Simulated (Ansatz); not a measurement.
**Eigenvalues along a path: SnO2 (rutile type)**

```xyz
6
Lattice="4.7220 0.0000 0.0000 0.0000 4.7220 0.0000 0.0000 0.0000 3.1904" Properties=species:S:1:pos:R:3 pbc="T T T"
Sn    0.0000    0.0000    0.0000
Sn    2.3610    2.3610    1.5952
O     1.4453    1.4453    0.0000
O     3.2768    3.2768    0.0000
O     3.8063    0.9158    1.5952
O     0.9158    3.8063    1.5952
```

The cell comes from a relaxation on PAW files under the same functional, begun from a prototype that needn't be the stable phase.

Computed with Ansatz 0.2.0; functional LDA, scalar-relativistic. Settings: a Γ-centred 8×8×11 k mesh, Fermi–Dirac smearing of 0.08 eV, no spin polarisation. Methods: LAPW: all electrons, basis error target 1 meV/atom.

Spin–orbit coupling is left out, which matters for the heavy atoms.

Path points, in fractions of the reciprocal vectors: Γ (0.000, 0.000, 0.000), X (0.000, 0.500, 0.000), M (0.500, 0.500, 0.000), Z (0.000, 0.000, 0.500), R (0.000, 0.500, 0.500), A (0.500, 0.500, 0.500). Levels in eV from the valence-band top; bands 23 to 53, counted from the lowest band of the run. The gap is 1.17 eV, the pressure 0.14 GPa.

```
# k(1/Å) point b23 b24 b25 b26 b27 b28 b29 b30 b31 b32 b33 b34 b35 b36 b37 b38 b39 b40 b41 b42 b43 b44 b45 b46 b47 b48 b49 b50 b51 b52 b53
0.000 Γ -21.03 -20.26 -19.97 -19.96 -19.96 -19.87 -19.81 -19.71 -19.70 -19.70 -18.80 -16.84 -16.84 -14.98 -8.28 -4.17 -4.17 -4.08 -3.21 -2.08 -1.93 -1.27 -1.27 -0.80 -0.80 0.00 1.17 5.95 6.09 6.09 10.12
0.095 - -21.03 -20.27 -19.97 -19.96 -19.96 -19.88 -19.81 -19.72 -19.70 -19.70 -18.78 -16.88 -16.80 -14.99 -8.25 -4.27 -4.15 -4.06 -3.18 -2.11 -1.89 -1.27 -1.26 -0.93 -0.80 -0.03 1.32 5.89 6.11 6.16 10.18
0.190 - -21.00 -20.29 -19.97 -19.96 -19.96 -19.90 -19.81 -19.72 -19.70 -19.70 -18.74 -16.99 -16.71 -15.02 -8.15 -4.54 -4.07 -4.00 -3.09 -2.21 -1.79 -1.26 -1.25 -1.24 -0.79 -0.11 1.71 5.78 6.18 6.29 10.34
0.285 - -20.96 -20.34 -19.97 -19.95 -19.95 -19.92 -19.80 -19.72 -19.70 -19.70 -18.65 -17.15 -16.56 -15.09 -7.98 -4.92 -3.94 -3.90 -2.94 -2.36 -1.72 -1.59 -1.26 -1.24 -0.77 -0.23 2.21 5.63 6.29 6.45 10.55
0.380 - -20.91 -20.41 -19.97 -19.95 -19.95 -19.94 -19.79 -19.73 -19.71 -19.70 -18.54 -17.36 -16.38 -15.19 -7.75 -5.35 -3.77 -3.77 -2.75 -2.55 -2.01 -1.65 -1.25 -1.23 -0.75 -0.37 2.75 5.42 6.44 6.61 10.72
0.475 - -20.84 -20.49 -19.97 -19.95 -19.95 -19.95 -19.78 -19.74 -19.71 -19.71 -18.39 -17.58 -16.17 -15.33 -7.45 -5.81 -3.60 -3.56 -2.76 -2.51 -2.37 -1.69 -1.24 -1.22 -0.72 -0.49 3.30 5.14 6.61 6.76 10.80
0.570 - -20.77 -20.59 -19.97 -19.96 -19.95 -19.95 -19.77 -19.75 -19.71 -19.71 -18.22 -17.80 -15.94 -15.51 -7.09 -6.26 -3.41 -3.31 -2.98 -2.72 -2.27 -1.82 -1.23 -1.22 -0.69 -0.59 3.84 4.78 6.76 6.84 10.81
0.665 X -20.68 -20.68 -19.96 -19.96 -19.95 -19.95 -19.76 -19.76 -19.71 -19.71 -18.02 -18.02 -15.72 -15.72 -6.69 -6.69 -3.20 -3.20 -3.03 -3.03 -2.03 -2.03 -1.23 -1.23 -0.65 -0.65 4.34 4.34 6.85 6.85 10.83
0.760 - -20.68 -20.68 -19.96 -19.96 -19.95 -19.95 -19.76 -19.76 -19.71 -19.71 -17.99 -17.99 -15.76 -15.76 -6.65 -6.65 -3.20 -3.20 -3.06 -3.06 -2.03 -2.03 -1.23 -1.23 -0.66 -0.66 4.36 4.36 6.87 6.87 10.82
0.855 - -20.70 -20.70 -19.96 -19.96 -19.95 -19.95 -19.76 -19.76 -19.71 -19.71 -17.91 -17.91 -15.86 -15.86 -6.53 -6.53 -3.19 -3.19 -3.16 -3.16 -2.04 -2.04 -1.25 -1.25 -0.70 -0.70 4.41 4.41 6.94 6.94 10.79
0.950 - -20.72 -20.72 -19.95 -19.95 -19.95 -19.95 -19.76 -19.76 -19.70 -19.70 -17.79 -17.79 -16.01 -16.01 -6.33 -6.33 -3.31 -3.31 -3.17 -3.17 -2.04 -2.04 -1.28 -1.28 -0.76 -0.76 4.49 4.49 7.04 7.04 10.77
1.045 - -20.74 -20.74 -19.96 -19.96 -19.95 -19.95 -19.76 -19.76 -19.70 -19.70 -17.62 -17.62 -16.21 -16.21 -6.09 -6.09 -3.51 -3.51 -3.15 -3.15 -2.05 -2.05 -1.30 -1.30 -0.82 -0.82 4.57 4.57 7.15 7.15 10.77
1.141 - -20.76 -20.76 -19.96 -19.96 -19.95 -19.95 -19.75 -19.75 -19.70 -19.70 -17.42 -17.42 -16.45 -16.45 -5.84 -5.84 -3.73 -3.73 -3.13 -3.13 -2.06 -2.06 -1.33 -1.33 -0.87 -0.87 4.65 4.65 7.25 7.25 10.79
1.236 - -20.77 -20.77 -19.96 -19.96 -19.94 -19.94 -19.75 -19.75 -19.70 -19.70 -17.19 -17.19 -16.69 -16.69 -5.63 -5.63 -3.92 -3.92 -3.12 -3.12 -2.06 -2.06 -1.35 -1.35 -0.90 -0.90 4.70 4.70 7.31 7.31 10.83
1.331 M -20.77 -20.77 -19.96 -19.96 -19.94 -19.94 -19.75 -19.75 -19.70 -19.70 -16.98 -16.98 -16.92 -16.92 -5.55 -5.55 -4.00 -4.00 -3.11 -3.11 -2.06 -2.06 -1.35 -1.35 -0.91 -0.91 4.72 4.72 7.34 7.34 10.84
1.465 - -20.78 -20.75 -19.96 -19.96 -19.95 -19.94 -19.76 -19.75 -19.70 -19.70 -17.43 -16.97 -16.92 -16.44 -5.88 -5.52 -4.02 -3.71 -3.17 -3.07 -2.12 -2.00 -1.35 -1.33 -0.91 -0.87 4.59 4.78 7.28 7.30 10.74
1.599 - -20.81 -20.67 -19.96 -19.95 -19.95 -19.94 -19.76 -19.75 -19.70 -19.70 -17.86 -16.95 -16.91 -15.96 -6.51 -5.41 -4.05 -3.33 -3.18 -2.95 -2.28 -1.85 -1.34 -1.29 -0.89 -0.76 4.19 4.94 7.11 7.19 10.56
1.734 - -20.86 -20.56 -19.96 -19.96 -19.95 -19.94 -19.78 -19.74 -19.71 -19.70 -18.22 -16.92 -16.90 -15.55 -7.13 -5.23 -4.10 -3.54 -2.76 -2.63 -2.51 -1.70 -1.32 -1.24 -0.86 -0.59 3.60 5.16 6.86 6.99 10.47
1.868 - -20.92 -20.43 -19.97 -19.96 -19.95 -19.94 -19.79 -19.73 -19.71 -19.70 -18.49 -16.89 -16.88 -15.26 -7.64 -4.96 -4.14 -3.75 -2.76 -2.54 -2.08 -1.64 -1.30 -1.22 -0.84 -0.39 2.88 5.40 6.59 6.70 10.48
2.003 - -20.98 -20.33 -19.97 -19.96 -19.95 -19.92 -19.80 -19.72 -19.71 -19.70 -18.67 -16.86 -16.86 -15.08 -8.01 -4.63 -4.17 -3.92 -2.99 -2.32 -1.72 -1.52 -1.29 -1.23 -0.82 -0.20 2.12 5.63 6.35 6.40 10.43
2.137 - -21.02 -20.28 -19.97 -19.96 -19.96 -19.89 -19.81 -19.72 -19.70 -19.70 -18.77 -16.84 -16.84 -15.00 -8.22 -4.31 -4.17 -4.04 -3.15 -2.15 -1.85 -1.27 -1.25 -1.04 -0.81 -0.05 1.46 5.84 6.18 6.18 10.23
2.271 Γ -21.03 -20.26 -19.97 -19.96 -19.96 -19.87 -19.81 -19.71 -19.70 -19.70 -18.80 -16.84 -16.84 -14.98 -8.28 -4.17 -4.17 -4.08 -3.21 -2.08 -1.93 -1.27 -1.27 -0.80 -0.80 0.00 1.17 5.95 6.09 6.09 10.12
2.412 - -21.01 -20.23 -20.01 -20.01 -19.96 -19.88 -19.81 -19.72 -19.71 -19.71 -18.77 -16.75 -16.75 -15.02 -8.29 -4.13 -4.13 -4.12 -3.18 -2.49 -1.94 -1.49 -1.49 -0.77 -0.77 -0.05 1.54 6.07 6.32 6.32 9.58
2.553 - -20.94 -20.14 -20.14 -20.14 -19.93 -19.89 -19.80 -19.73 -19.73 -19.72 -18.68 -16.52 -16.52 -15.14 -8.32 -4.22 -3.98 -3.98 -3.32 -3.08 -2.10 -2.00 -2.00 -0.77 -0.77 -0.18 2.35 6.35 6.93 6.93 9.05
2.694 - -20.83 -20.32 -20.32 -20.05 -19.89 -19.89 -19.79 -19.75 -19.75 -19.72 -18.52 -16.21 -16.21 -15.35 -8.32 -4.32 -4.26 -3.78 -3.78 -2.91 -2.61 -2.61 -2.37 -0.82 -0.82 -0.39 3.27 6.65 7.75 7.75 8.68
2.834 - -20.69 -20.49 -20.49 -20.04 -19.83 -19.83 -19.78 -19.77 -19.77 -19.72 -18.26 -15.88 -15.88 -15.65 -8.28 -5.19 -4.34 -3.64 -3.64 -3.09 -3.09 -2.71 -2.68 -0.93 -0.93 -0.67 4.15 6.80 8.55 8.62 8.62
2.975 - -20.62 -20.62 -20.55 -20.10 -19.80 -19.80 -19.78 -19.77 -19.75 -19.73 -17.91 -16.04 -15.59 -15.59 -8.13 -6.04 -4.27 -3.92 -3.92 -3.09 -3.02 -3.02 -2.40 -1.07 -1.07 -1.00 4.92 6.72 8.67 9.43 9.43
3.116 - -20.71 -20.71 -20.41 -20.18 -19.81 -19.81 -19.75 -19.73 -19.73 -19.71 -17.47 -16.49 -15.39 -15.39 -7.84 -6.79 -4.23 -4.23 -4.09 -3.47 -2.80 -2.80 -2.08 -1.36 -1.21 -1.21 5.54 6.45 9.03 10.08 10.08
3.256 Z -20.74 -20.74 -20.29 -20.29 -19.82 -19.82 -19.74 -19.74 -19.70 -19.70 -16.99 -16.99 -15.32 -15.32 -7.39 -7.39 -4.35 -4.35 -3.82 -3.82 -2.70 -2.70 -1.72 -1.72 -1.28 -1.28 6.05 6.05 9.55 9.55 10.41
3.351 - -20.76 -20.76 -20.27 -20.27 -19.82 -19.82 -19.74 -19.74 -19.70 -19.70 -17.00 -17.00 -15.31 -15.31 -7.38 -7.38 -4.39 -4.39 -3.93 -3.93 -2.55 -2.55 -1.70 -1.70 -1.28 -1.28 6.06 6.06 9.44 9.44 10.44
3.446 - -20.80 -20.80 -20.21 -20.21 -19.82 -19.82 -19.74 -19.74 -19.70 -19.70 -17.04 -17.04 -15.28 -15.28 -7.35 -7.35 -4.57 -4.57 -4.11 -4.11 -2.24 -2.24 -1.64 -1.64 -1.26 -1.26 6.09 6.09 9.16 9.16 10.48
3.541 - -20.84 -20.84 -20.15 -20.15 -19.82 -19.82 -19.74 -19.74 -19.70 -19.70 -17.10 -17.10 -15.23 -15.23 -7.30 -7.30 -4.86 -4.86 -4.21 -4.21 -1.95 -1.95 -1.54 -1.54 -1.20 -1.20 6.13 6.13 8.83 8.83 10.55
3.636 - -20.88 -20.88 -20.08 -20.08 -19.82 -19.82 -19.74 -19.74 -19.69 -19.69 -17.16 -17.16 -15.19 -15.19 -7.23 -7.23 -5.18 -5.18 -4.26 -4.26 -1.81 -1.81 -1.39 -1.39 -1.08 -1.08 6.19 6.19 8.50 8.50 10.62
3.731 - -20.92 -20.92 -20.02 -20.02 -19.82 -19.82 -19.74 -19.74 -19.69 -19.69 -17.22 -17.22 -15.15 -15.15 -7.15 -7.15 -5.45 -5.45 -4.29 -4.29 -1.78 -1.78 -1.25 -1.25 -0.90 -0.90 6.25 6.25 8.20 8.20 10.70
3.826 - -20.94 -20.94 -19.99 -19.99 -19.82 -19.82 -19.74 -19.74 -19.69 -19.69 -17.26 -17.26 -15.12 -15.12 -7.08 -7.08 -5.64 -5.64 -4.31 -4.31 -1.78 -1.78 -1.16 -1.16 -0.76 -0.76 6.31 6.31 7.99 7.99 10.75
3.922 R -20.94 -20.94 -19.98 -19.98 -19.82 -19.82 -19.73 -19.73 -19.69 -19.69 -17.27 -17.27 -15.11 -15.11 -7.06 -7.06 -5.71 -5.71 -4.32 -4.32 -1.79 -1.79 -1.13 -1.13 -0.71 -0.71 6.33 6.33 7.91 7.91 10.77
4.017 - -20.94 -20.94 -19.99 -19.99 -19.82 -19.82 -19.73 -19.73 -19.69 -19.69 -17.25 -17.25 -15.13 -15.13 -7.17 -7.17 -5.58 -5.58 -4.33 -4.33 -1.75 -1.75 -1.12 -1.12 -0.75 -0.75 6.19 6.19 8.02 8.02 10.76
4.112 - -20.92 -20.92 -20.03 -20.03 -19.82 -19.82 -19.73 -19.73 -19.69 -19.69 -17.19 -17.19 -15.16 -15.16 -7.40 -7.40 -5.32 -5.32 -4.33 -4.33 -1.65 -1.65 -1.09 -1.09 -0.84 -0.84 5.87 5.87 8.25 8.25 10.73
4.207 - -20.89 -20.89 -20.09 -20.09 -19.82 -19.82 -19.73 -19.73 -19.69 -19.69 -17.10 -17.10 -15.21 -15.21 -7.66 -7.66 -5.11 -5.11 -4.21 -4.21 -1.55 -1.55 -1.03 -1.03 -0.97 -0.97 5.50 5.50 8.46 8.46 10.69
4.302 - -20.85 -20.85 -20.16 -20.16 -19.82 -19.82 -19.73 -19.73 -19.69 -19.69 -16.99 -16.99 -15.27 -15.27 -7.88 -7.88 -5.06 -5.06 -3.88 -3.88 -1.56 -1.56 -1.07 -1.07 -0.97 -0.97 5.18 5.18 8.59 8.59 10.67
4.397 - -20.81 -20.81 -20.23 -20.23 -19.82 -19.82 -19.73 -19.73 -19.69 -19.69 -16.89 -16.89 -15.34 -15.34 -8.05 -8.05 -5.10 -5.10 -3.45 -3.45 -1.77 -1.77 -1.05 -1.05 -0.91 -0.91 4.92 4.92 8.65 8.65 10.69
4.492 - -20.77 -20.77 -20.28 -20.28 -19.82 -19.82 -19.73 -19.73 -19.69 -19.69 -16.81 -16.81 -15.39 -15.39 -8.16 -8.16 -5.14 -5.14 -2.99 -2.99 -2.11 -2.11 -1.00 -1.00 -0.86 -0.86 4.76 4.76 8.66 8.66 10.74
4.587 A -20.76 -20.76 -20.30 -20.30 -19.82 -19.82 -19.73 -19.73 -19.70 -19.70 -16.78 -16.78 -15.41 -15.41 -8.19 -8.19 -5.16 -5.16 -2.62 -2.62 -2.43 -2.43 -0.99 -0.99 -0.85 -0.85 4.71 4.71 8.66 8.66 10.78
4.721 - -20.81 -20.76 -20.30 -20.23 -19.82 -19.82 -19.74 -19.73 -19.70 -19.69 -16.88 -16.79 -15.40 -15.34 -8.16 -8.08 -5.13 -5.12 -3.44 -2.63 -2.47 -1.73 -1.03 -1.01 -0.89 -0.87 4.80 4.83 8.56 8.77 10.64
4.856 - -20.89 -20.76 -20.30 -20.09 -19.82 -19.82 -19.74 -19.73 -19.69 -19.69 -17.07 -16.82 -15.39 -15.22 -8.07 -7.77 -5.03 -5.03 -4.33 -2.65 -2.59 -1.19 -1.15 -1.10 -1.02 -0.93 5.04 5.20 8.30 9.06 10.42
4.990 - -20.94 -20.75 -20.30 -19.99 -19.83 -19.82 -19.74 -19.73 -19.69 -19.69 -17.24 -16.86 -15.37 -15.13 -7.92 -7.33 -5.09 -4.90 -4.89 -2.79 -2.67 -1.26 -1.22 -1.20 -1.02 -0.99 5.36 5.77 7.97 9.49 10.20
5.124 - -20.93 -20.75 -20.29 -19.98 -19.83 -19.82 -19.74 -19.74 -19.70 -19.69 -17.28 -16.91 -15.35 -15.12 -7.75 -6.99 -5.44 -4.75 -4.71 -3.07 -2.69 -1.39 -1.38 -1.32 -1.14 -1.12 5.66 6.25 7.88 9.97 9.98
5.259 - -20.88 -20.75 -20.29 -20.07 -19.82 -19.82 -19.74 -19.74 -19.70 -19.69 -17.19 -16.95 -15.34 -15.18 -7.57 -7.08 -5.06 -4.59 -4.54 -3.38 -2.70 -1.59 -1.56 -1.54 -1.33 -1.20 5.89 6.28 8.38 9.76 10.43
5.393 - -20.80 -20.74 -20.29 -20.21 -19.82 -19.82 -19.74 -19.74 -19.70 -19.70 -17.05 -16.98 -15.32 -15.27 -7.44 -7.30 -4.44 -4.40 -4.32 -3.67 -2.70 -2.24 -1.68 -1.67 -1.30 -1.26 6.01 6.12 9.12 9.61 10.45
5.528 Z -20.74 -20.74 -20.29 -20.29 -19.82 -19.82 -19.74 -19.74 -19.70 -19.70 -16.99 -16.99 -15.32 -15.32 -7.39 -7.39 -4.35 -4.35 -3.82 -3.82 -2.70 -2.70 -1.72 -1.72 -1.28 -1.28 6.05 6.05 9.55 9.55 10.41
```
